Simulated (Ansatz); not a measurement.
Problem. Name crystals whose computed values (PBEsol (plane waves, PAW; program Ansatz)) fall in these windows: Θ_D (K) 470 to 610; G_Hill (GPa) 160 to 200; B₀ by P(V) fit (GPa) 250 to 340.

Solution. 

```csv
crystal,Θ_D (K),G_Hill (GPa),B₀ by P(V) fit (GPa)
"Rh, fcc (Cu type)",514,173,295
```
Others may fit too.

The cell was relaxed under the symmetry of its start. Rows with no word on spin ran without spin polarisation. Spin–orbit coupling is left out wherever it is not named.

Potentials: the earlier of the program's two PAW sets.
